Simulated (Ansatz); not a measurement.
PbO2 (space group Pbcn)

```
CELL_PARAMETERS angstrom
      5.04284     0.00000     0.00000
      0.00000     5.82901     0.00000
      0.00000     0.00000     5.41070
ATOMIC_POSITIONS crystal
  Pb 0.50000 0.18653 0.75000
  Pb 0.50000 0.81347 0.25000
  Pb 0.00000 0.31347 0.25000
  Pb 0.00000 0.68653 0.75000
  O  0.26443 0.08750 0.43302
  O  0.73557 0.91250 0.56698
  O  0.23557 0.41250 0.93302
  O  0.76443 0.58750 0.06698
  O  0.76443 0.41250 0.56698
  O  0.23557 0.58750 0.43302
  O  0.73557 0.08750 0.06698
  O  0.26443 0.91250 0.93302
```

The slice is a (010) plane (indices of the conventional cell) through the point (0.264, 0.087, 0.433) (fractional), spanned by u = [100] and v = [001] in vectors of this cell: u (5.04 Å) and v (5.41 Å, at 90° to u). It covers one period; positions are fractions (u, v).

Level of theory: LDA (plane waves to 420 eV, PAW, scalar-relativistic; Ansatz, a program for electronic structure). k mesh 8×7×7. Inside the PAW spheres the values are not all-electron values, and peaks at nuclei hang on which shells count as valence. At this level the bands of PbO2 touch or barely overlap. PbO2 was relaxed with its symmetry unable to fall. Spin-orbit coupling is left out, though Pb is heavy. This is one of several known forms of PbO2; the measured ambient cells at hand have space group No. 136.

Problem. Predict the map of the valence electron density on the slice.

Solution. 
```
v \ u  0.00  0.11  0.21  0.32  0.42  0.53  0.63  0.74  0.84  0.95
-----  ----  ----  ----  ----  ----  ----  ----  ----  ----  ----
0.90    0.4   0.0  -0.8  -1.1  -1.1  -1.1  -1.0  -0.8  -0.4   0.3
0.75   -1.0  -1.1  -1.0  -0.5   0.1   0.1  -0.5  -0.8  -1.0  -1.0
0.60   -0.8  -0.9  -0.9  -0.1   0.7   0.7  -0.2  -1.0  -1.1  -0.8
0.45   -0.5  -0.3  -0.1  -0.2  -0.4  -0.6  -1.0  -1.4  -1.1  -0.6
0.30   -0.7   0.0   0.5   0.3  -0.4  -1.0  -1.4  -1.7  -1.5  -1.0
0.15   -0.1  -0.3  -0.3  -0.4  -0.5  -0.6  -1.1  -1.3  -0.8  -0.2
0.00    0.9   0.4  -0.6  -1.1  -1.0  -1.0  -1.1  -0.9  -0.1   0.8
```

Values: log₁₀ of the valence density in e/Å³. The scale is logarithmic, as a density can span decades between atoms and voids.
